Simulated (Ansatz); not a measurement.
MnSn$_{2}$ in space group I4/mcm (No. 140; Mn on 4a, Sn on 8h) under volume change, the program Ansatz at the PBEsol level (PAW), shape and atoms relaxed at each volume.

| V (Å³/atom) | E − E(relaxed) (meV/atom) | P (GPa) |
|---|---|---|
| 17.067 | 53.9 | 11.45 |
| 17.630 | 22.1 | 6.81 |
| 18.192 | 5.1 | 3.02 |
| 18.755 | 0.0 | 0.00 |
| 19.317 | 4.5 | -2.49 |
| 19.880 | 16.8 | -4.42 |
| 20.443 | 34.9 | -5.84 |

Q: What does a third-order Birch–Murnaghan fit give for V₀, B₀ and B′?

A: V₀ = 18.75 Å³/atom, B₀ = 90.3 GPa, B′ = 6.5.

The workflow started from an entry of the Crystallography Open Database (COD). Its standing as an ambient phase is unchecked. The PBEsol relaxation kept the symmetry of its start; whether a distortion lowers the energy is not shown. Magnetic state: ferromagnetic, chosen from 3 collinear starts compared on coarse meshes (ties went to the first, and starts can fall back to one state), not a proven ground state. Scalar-relativistic: spin–orbit coupling is off unless named, which matters more the heavier the elements.

Potentials: the later of the program's two PAW sets.
